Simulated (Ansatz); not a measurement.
Starting cell, BN (wurtzite):

```yaml
crystal:
  lattice:
    - [2.54397, 0.00000, 0.00000]
    - [-1.27198, 2.20314, 0.00000]
    - [0.00000, 0.00000, 4.20774]
  atoms:
    - { symbol: B, position: [0.66667, 0.33333, 0.99990] }
    - { symbol: B, position: [0.33333, 0.66667, 0.49990] }
    - { symbol: N, position: [0.66667, 0.33333, 0.62530] }
    - { symbol: N, position: [0.33333, 0.66667, 0.12530] }
```

In each cell atom 1 (B, nearest neighbour N at 1.561 Å; its periodic images, 2.5 Å or more away, move with it) moves by s·(0.577, 0.577, 0.577) (along Cartesian [111]), the rest being held.

All values below come from r2SCAN (plane waves to 500 eV, PAW, scalar-relativistic; Ansatz, a program for electronic structure). k mesh 12×12×6 (Γ-centred), Fermi-Dirac smearing 0.05 eV. Stress and pressure are positive under compression. Left out: 1 of 11 points, with atoms too close for the PAW data. BN was relaxed with its symmetry unable to fall. 

| s (Å) | P (GPa) |
|---|---|
| -0.470 | 19.4 |
| -0.376 | 13.9 |
| -0.282 | 8.6 |
| -0.188 | 4.1 |
| -0.094 | 1.0 |
| 0.000 | 0.0 |
| 0.094 | ___ |
| 0.188 | ___ |
| 0.282 | ___ |
| 0.376 | ___ |

**Question.** Fill in the missing entries.

**Answer.** 
- 0.094, P (GPa): 1.8
- 0.188, P (GPa): 7.4
- 0.282, P (GPa): 17.6
- 0.376, P (GPa): 33.9

(For displaced atoms, the force is minus the slope of the energy, and its curvature is a force constant, which sets phonon frequencies.)
